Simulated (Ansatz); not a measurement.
# Equation of state of yttrium, fcc

Theory: DFT, BLYP, plane waves (420 eV) with PAW, scalar-relativistic (Ansatz). (PAW data from PBE, frozen cores regenerated.)

The cell is scaled uniformly from the relaxed one, with fractional coordinates and shape fixed. Energies are extrapolated to zero smearing, pressures are those at the given smearing. Magnetic state: spin not included.

```csv
V (Å³/atom),E − E₀ (meV/atom),P (GPa)
29.452,63.0,5.91
30.791,25.1,3.58
32.129,5.1,1.64
33.468,0.1,0.01
34.807,7.6,-1.35
36.146,25.5,-2.50
37.484,52.2,-3.46
```

(1) Fit a third-order Birch-Murnaghan equation.

Results:

(1) V₀ = 33.30 Å³/atom, B₀ = 38 GPa, B₀′ = 3.4.
